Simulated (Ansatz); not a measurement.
Mo (bcc (W type), Im-3m) at seven volumes, plane-wave PAW r²SCAN+D4 (Ansatz code), scaled uniformly. One row is withheld.

```tsv
V (Å³/atom)	P (GPa)
14.137	?
14.603	19.40
15.069	8.92
15.535	0.00
16.001	-7.64
16.467	-14.21
16.933	-19.85
```

**Question.** Fit the shown pressures and predict the withheld one.

**Answer.** P = (3/2)B₀(x^(7/2) − x^(5/2))[1 + (3/4)(B′ − 4)(x − 1)] with x = (V₀/V)^(2/3). Least squares on the six rows gives V₀ = 15.535 Å³/atom, B₀ = 275 GPa, B′ = 4.17. At V = 14.137, x = 1.0649 and P = 31.58 GPa. The run itself gave 31.77 GPa.

Symmetry was held in the r²SCAN+D4 relaxation. No spin polarisation was allowed. The pairwise dispersion correction was not fitted to metals.

Potentials: the later of the program's two PAW sets.
